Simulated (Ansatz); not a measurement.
Consider the following.

Ga3Ni2:
```cif
data_Ga3Ni2
_chemical_formula_sum 'Ga3 Ni2'
_space_group_name_H-M_alt 'P 1'
_space_group_IT_number 1
_cell_length_a 4.02286
_cell_length_b 4.02286
_cell_length_c 4.84968
_cell_angle_alpha 90.000
_cell_angle_beta 90.000
_cell_angle_gamma 120.000
loop_
_space_group_symop_operation_xyz
  'x, y, z'
loop_
_atom_site_label
_atom_site_type_symbol
_atom_site_fract_x
_atom_site_fract_y
_atom_site_fract_z
_atom_site_occupancy
Ga1 Ga 0.66667 0.33333 0.35938 1
Ga2 Ga 0.33333 0.66667 0.64062 1
Ga3 Ga 0.00000 0.00000 0.00000 1
Ni1 Ni 0.66667 0.33333 0.85793 1
Ni2 Ni 0.33333 0.66667 0.14207 1
```

This is the r²SCAN-relaxed structure.

All from r²SCAN in the plane-wave PAW code Ansatz, unless another level is named. Give the density of states at the Fermi level.

0.26 states/eV per atom (mean over ±0.08 eV).

Next, the formation energy from the elements (no fitted shifts)?

-0.43 eV/atom.

Space group P-3m1 (La2O3 or Ni2Al3 type). The workflow started from a Materials Project entry (that database holds measured and hypothetical structures alike); the Crystallography Open Database files this formula in space group No. 164, but the cells were not matched. Its standing as an ambient phase is unchecked. The r²SCAN relaxation kept the symmetry of its start; its stability against distortions is not shown here. The run is not spin-polarised. The references are the lowest solids computed at this level, not always the standard phases. Scalar-relativistic: spin–orbit coupling is off unless named, which matters more the heavier the elements.

Potentials: the earlier of the program's two PAW sets.
